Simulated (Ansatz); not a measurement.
Level of theory: DFT PBE, scalar-relativistic, plane waves, PAW (Ansatz 0.2.0). All cells share a 420 eV cutoff and Γ-centred k meshes spaced at most about 0.3 Å⁻¹ (about 0.25 or finer for metals, 2π included). No spin polarisation in the final relaxations.

Temperature and zero-point effects are left out.

Compare these two cells of Sr2C, each relaxed at this level.

1.

```yaml
crystal:
  lattice:
    - [2.08020, 1.20101, 6.58044]
    - [-2.08020, 1.20101, 6.58044]
    - [0.00000, -2.40201, 6.58044]
  atoms:
    - { symbol: Sr, position: [0.26687, 0.26687, 0.26687] }
    - { symbol: Sr, position: [0.73313, 0.73313, 0.73313] }
    - { symbol: C, position: [0.00000, 0.00000, 0.00000] }
```

2.

```yaml
crystal:
  lattice:
    - [3.42107, 0.00000, 0.00000]
    - [0.00000, 3.42107, 0.00000]
    - [0.00000, 0.00000, 7.34008]
  atoms:
    - { symbol: Sr, position: [0.00000, 0.00000, 0.79370] }
    - { symbol: Sr, position: [0.00000, 0.00000, 0.20630] }
    - { symbol: C, position: [0.50000, 0.50000, 0.00000] }
```

**Question.** Which form is favoured at zero pressure, and by what margin per atom?

**Answer.** Cell 1 is lower, by 206 meV/atom. Cell 1 has the anti-cadmium chloride type, space group R-3m (No. 166), 32.9 Å³/atom and no gap on its mesh; cell 2 has space group P4/mmm (No. 123), 28.6 Å³/atom and no gap. Counting C atoms around Sr (those within 1.25 times the shortest such distance or 1.15 times the sum of covalent radii), cell 1 has Sr 3 and cell 2 has Sr 4. The lower one is the more open, so pressure narrows the difference. Even the lower one lies +0.53 eV/atom against the reference forms of the elements (uncorrected), so neither is stable at this level. Both come from invented guesses.

Cells relaxed within their symmetry can be saddle points.
